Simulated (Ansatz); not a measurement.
**Ta (fcc): energy against volume**

All numbers below come from Ansatz 0.2.0, DFT, r2SCAN, plane waves (500 eV) with PAW, scalar-relativistic. (PAW data from PBE, frozen cores regenerated.)

The cell is scaled uniformly from the relaxed one, with fractional coordinates and shape fixed. Energies are extrapolated to zero smearing, pressures are those at the given smearing. Magnetic state: spin not included.

A Birch-Murnaghan fit gives V₀ = 18.62 Å³/atom, B₀ = 198 GPa, B₀′ = 3.6.

Question: What are the energy above the minimum and the pressure at 17.134 Å³/atom?

Answer: 83.2 meV/atom and 19.28 GPa as computed.

Question: What are the energy above the minimum and the pressure at 19.369 Å³/atom?

Answer: 17.6 meV/atom and -7.16 GPa as computed.

Question: What are the energy above the minimum and the pressure at 20.858 Å³/atom?

Answer: 140.0 meV/atom and -18.22 GPa as computed.
